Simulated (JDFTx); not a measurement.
InPd(100) slab cut from bulk InPd (space group Pm-3m, indices of the conventional cell, lattice of the Materials Project entry mp-21215, not re-optimised): 5 atoms in 5 planes, a 1x1 cell of 10.71 Å² (|a| = 3.272, |b| = 3.272 Å), 6.5 Å between the outermost planes, Pd outermost, slab composition In2Pd3, cell height 22.5 Å, 6×6×1 k mesh, Fermi smearing 0.01 Ha, no spin polarisation. Whether this polymorph is the ambient one wasn't checked.

Method: PBE, GBRV ultrasoft potentials, plane waves to 20/100 Ha, in JDFTx (a modified build). Vacuum. The outer atoms relax from bulk positions, keeping the cell's symmetry; the lattice is not PBE's own optimum in this code, and that strain can shift the moves by a few hundredths of an ångström. Input:

```
lattice \
  6.1829571126 0.0000000000 0.0000000000 \
  0.0000000000 6.1829571126 0.0000000000 \
  0.0000000000 0.0000000000 42.5188378041
coords-type Lattice
ion In 0.0000000000 0.0000000000 -0.0727084440 0
ion In 0.0000000000 0.0000000000 0.0727084440 0
ion Pd 0.5000000000 0.5000000000 -0.1454168890 1
ion Pd 0.5000000000 0.5000000000 0.0000000000 0
ion Pd 0.5000000000 0.5000000000 0.1454168890 1
ion-species pseudo/in_pbe_v1.4.upf
ion-species pseudo/pd_pbe_v1.4.upf
elec-cutoff 20 100
elec-ex-corr gga-PBE
coulomb-interaction Slab 001
coulomb-truncation-embed 0 0 0
kpoint-folding 6 6 1
elec-smearing Fermi 0.01
lcao-params 10
elec-n-bands 49
electronic-scf nIterations 100 energyDiffThreshold 1e-07
ionic-minimize nIterations 10 energyDiffThreshold 1e-5 knormThreshold 4e-4
dump-name vac.$VAR
dump End State Ecomponents EigStats BandEigs Forces ElecDensity IonicPositions Fillings Kpoints Dtot
```

**Question.** How far do the free atoms of the upper face move along the normal, and how much energy is released?

**Answer.** Pd (atom 5) -0.19 Å (positive: outward). The free energy falls by 0.143 eV per cell, 107 mJ/m².
